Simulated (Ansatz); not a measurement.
Input, command and steps of an Ansatz relaxation.

```yaml
crystal:
  lattice:
    - [-3.0286543981, 3.0171746945, 3.0286543981]
    - [3.0286543981, -3.0171746945, 3.0286543981]
    - [3.0286543981, 3.0171746945, -3.0286543981]
  atoms:
    - { symbol: V, position: [-0.0044660807, -0.0119953229, -0.0164614036] }
    - { symbol: V, position: [-0.0075292423, -0.0119953229, 0.5044660807] }
    - { symbol: V, position: [-0.0004131831, 0.5029981977, -0.0034113808] }
    - { symbol: V, position: [-0.0044660807, 0.5119953229, 0.5075292423] }
    - { symbol: V, position: [0.4935904215, -0.0029981977, -0.0034113808] }
    - { symbol: V, position: [0.5034113808, -0.0029981977, 0.5004131831] }
    - { symbol: V, position: [0.5034113808, 0.5029981977, 0.0064095785] }
    - { symbol: V, position: [0.5164614036, 0.5119953229, 0.5044660807] }
    - { symbol: H, position: [0.125, 0.25, 0.375] }
basis:
  ecutwfc: 420
kpoints:
  mp_grid: { grid: [8, 8, 8] }
hamiltonian:
  xc: pbe
scf:
  occupations: { method: gaussian, width: 0.1 }
output:
  forces: true
  stress: true
  eigenvalues: true
relax:
  adjacent_minimum: "off"
  f_tol: 0.02
  max_steps: 60
  cell: { stress_tol: 0.1 }
```

```bash
ansatz run input.yaml --threads 2 --pin off --max-ram 5120MiB --backend cpu --events-out ev --progress --plain --runs-dir out
```

The calculation used DFT PBE, scalar-relativistic, plane waves, PAW in Ansatz 0.2.0.

Of 3 frames 3 are shown, positions in Å and forces in eV/Å; the SCF threshold varies from step to step. Steps run on the plane waves of an earlier cell, with a Pulay correction in the pressure. The basis is chosen afresh for the last frame, the zero of the energies, and can be on the way; energy and pressure step there, also at an unchanged geometry.

```xyz
9
Lattice="-3.0287 3.0172 3.0287 3.0287 -3.0172 3.0287 3.0287 3.0172 -3.0287" Properties=species:S:1:pos:R:3:forces:R:3 pbc="T T T" step=1 free_energy_over_end_meV_per_atom=0.02 pressure_GPa=-0.03
V    -0.0727   -0.0270    0.0000    0.0220   -0.0070    0.0000
V     1.5143    1.5355   -1.5870    0.0000    0.0070    0.0220
V     1.5143   -1.5292    1.5325    0.0000   -0.0200   -0.0180
V     3.1013   -0.0270    0.0000   -0.0220   -0.0070    0.0000
V    -1.5143    1.4880    1.4962    0.0000   -0.0200    0.0180
V    -0.0182    3.0378    0.0000    0.0180    0.0200    0.0000
V     0.0182    0.0206    3.0287   -0.0180    0.0200    0.0000
V     1.5143    1.5355    1.5870    0.0000    0.0070   -0.0220
H     1.5143    0.7543    0.0000    0.0000    0.0000    0.0000
9
Lattice="-3.0276 3.0188 3.0276 3.0276 -3.0188 3.0276 3.0276 3.0188 -3.0276" Properties=species:S:1:pos:R:3:forces:R:3 pbc="T T T" step=2 free_energy_over_end_meV_per_atom=0.00 pressure_GPa=0.00
V    -0.0708   -0.0286    0.0000    0.0020    0.0000    0.0000
V     1.5138    1.5380   -1.5846    0.0000    0.0000    0.0020
V     1.5138   -1.5322    1.5322    0.0000   -0.0020   -0.0160
V     3.0985   -0.0286    0.0000   -0.0020    0.0000    0.0000
V    -1.5138    1.4866    1.4954    0.0000   -0.0020    0.0160
V    -0.0184    3.0416    0.0000    0.0160    0.0020    0.0000
V     0.0184    0.0228    3.0276   -0.0160    0.0020    0.0000
V     1.5138    1.5380    1.5846    0.0000    0.0000   -0.0020
H     1.5138    0.7547    0.0000    0.0000    0.0000    0.0000
9
Lattice="-3.0276 3.0188 3.0276 3.0276 -3.0188 3.0276 3.0276 3.0188 -3.0276" Properties=species:S:1:pos:R:3:forces:R:3 pbc="T T T" step=3 free_energy_over_end_meV_per_atom=0.00 pressure_GPa=0.00
V    -0.0708   -0.0286    0.0000    0.0020    0.0000    0.0000
V     1.5138    1.5380   -1.5846    0.0000    0.0000    0.0020
V     1.5138   -1.5322    1.5322    0.0000   -0.0020   -0.0160
V     3.0985   -0.0286    0.0000   -0.0020    0.0000    0.0000
V    -1.5138    1.4866    1.4954    0.0000   -0.0020    0.0160
V    -0.0184    3.0416    0.0000    0.0160    0.0020    0.0000
V     0.0184    0.0228    3.0276   -0.0160    0.0020    0.0000
V     1.5138    1.5380    1.5846    0.0000    0.0000   -0.0020
H     1.5138    0.7547    0.0000    0.0000    0.0000    0.0000
```

The run took 39 s on 2 threads of Intel(R) Xeon(R) Platinum 8488C (Sapphire Rapids) (shared host), peak memory 0.67 GiB.